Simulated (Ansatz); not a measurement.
Space group P-6m2 (No. 187). a = 4.352 Å, b = 4.352 Å, c = 5.209 Å, α = 90.00°, β = 90.00°, γ = 120.00°
```csv
atom,site,symmetry,x,y,z
Ba,1a,-6m2,0.0000,0.0000,0.0000
Al,1f,-6m2,0.6667,0.3333,0.5000
Ge,1d,-6m2,0.3333,0.6667,0.5000
```

Equation of state of this BaAlGe structure (not necessarily the ground state), with shape and atoms relaxed at each volume where symmetry leaves them free. It has no gap at any of these volumes. All numbers below come from DFT r2SCAN, scalar-relativistic, plane waves, PAW (Ansatz).

Settings: cutoff 500 eV, Γ-centred mesh 12×12×8 on the computed 3-atom cell, Gaussian smearing of 0.10 eV; no spin polarisation.

```tsv
V (Å³/atom)	E − E(largest V) (meV/atom)	P (GPa)
26.768	2.96	3.35
27.623	-9.87	1.54
28.477	-13.81	0.00
29.331	-10.16	-1.33
30.186	0.00	-2.44
```

Task: Fit a third-order Birch–Murnaghan equation to E(V).

Result: V0 = 28.47 Å³/atom, B0 = 47 GPa, B0' = 4.2.

Spin-orbit coupling is left out, which matters for the bands of heavy elements.

Cost: 5 runs of about 2.8 core-minutes in all, on AMD EPYC 9R45 (Zen 5) (shared hosts).